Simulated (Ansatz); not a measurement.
Input, command and steps of an Ansatz relaxation.

```yaml
crystal:
  lattice:
    - [1.765105025, -6.759281535, 0.0]
    - [1.765105025, 6.759281535, 0.0]
    - [0.0, 0.0, 3.56517397]
  atoms:
    - { symbol: Ti, position: [0.89688192, 0.10311808, 0.75] }
    - { symbol: Ti, position: [0.10311808, 0.89688192, 0.25] }
    - { symbol: Si, position: [0.55825145, 0.44174855, 0.75] }
    - { symbol: Si, position: [0.44174855, 0.55825145, 0.25] }
    - { symbol: Si, position: [0.24968518, 0.75031482, 0.75] }
    - { symbol: Si, position: [0.75031482, 0.24968518, 0.25] }
basis:
  ecutwfc: 500
kpoints:
  mp_grid: { grid: [10, 10, 10] }
hamiltonian:
  xc: r2scan
scf:
  occupations: { method: gaussian, width: 0.1 }
output:
  forces: true
  stress: true
  eigenvalues: true
relax:
  adjacent_minimum: "off"
  f_tol: 0.01
  max_steps: 40
```

```bash
ansatz run input.yaml --threads 1 --pin off --max-ram 2560MiB --backend cpu --events-out ev --progress --plain --runs-dir out
```

These are results of DFT r2SCAN, scalar-relativistic, plane waves, PAW in Ansatz, not measurements.

Of 3 frames 3 are shown, positions in Å and forces in eV/Å; the SCF threshold varies from step to step.

```xyz
6
Lattice="1.7651 -6.7593 0.0000 1.7651 6.7593 0.0000 0.0000 0.0000 3.5652" Properties=species:S:1:pos:R:3:forces:R:3 pbc="T T T" step=1 free_energy_over_end_meV_per_atom=0.01
Ti    1.7651   -5.3653    2.6739    0.0000    0.0171    0.0000
Ti    1.7651    5.3653    0.8913    0.0000   -0.0171    0.0000
Si    1.7651   -0.7875    2.6739    0.0000   -0.0061    0.0000
Si    1.7651    0.7875    0.8913    0.0000    0.0061    0.0000
Si    1.7651    3.3839    2.6739    0.0000   -0.0156    0.0000
Si    1.7651   -3.3839    0.8913    0.0000    0.0156    0.0000
6
Lattice="1.7651 -6.7593 0.0000 1.7651 6.7593 0.0000 0.0000 0.0000 3.5652" Properties=species:S:1:pos:R:3:forces:R:3 pbc="T T T" step=2 free_energy_over_end_meV_per_atom=0.00
Ti    1.7651   -5.3636    2.6739    0.0000   -0.0103    0.0000
Ti    1.7651    5.3636    0.8913    0.0000    0.0103    0.0000
Si    1.7651   -0.7878    2.6739    0.0000   -0.0018    0.0000
Si    1.7651    0.7878    0.8913    0.0000    0.0018    0.0000
Si    1.7651    3.3825    2.6739    0.0000   -0.0045    0.0000
Si    1.7651   -3.3825    0.8913    0.0000    0.0045    0.0000
6
Lattice="1.7651 -6.7593 0.0000 1.7651 6.7593 0.0000 0.0000 0.0000 3.5652" Properties=species:S:1:pos:R:3:forces:R:3 pbc="T T T" step=3 free_energy_over_end_meV_per_atom=0.00
Ti    1.7651   -5.3642    2.6739    0.0000   -0.0010    0.0000
Ti    1.7651    5.3642    0.8913    0.0000    0.0010    0.0000
Si    1.7651   -0.7879    2.6739    0.0000   -0.0013    0.0000
Si    1.7651    0.7879    0.8913    0.0000    0.0013    0.0000
Si    1.7651    3.3821    2.6739    0.0000   -0.0009    0.0000
Si    1.7651   -3.3821    0.8913    0.0000    0.0009    0.0000
```

The run took 5.3 min on 1 thread of Intel(R) Xeon(R) Processor @ 2.50GHz (Skylake/Cascade Lake), on a shared host, peak memory 1 GiB.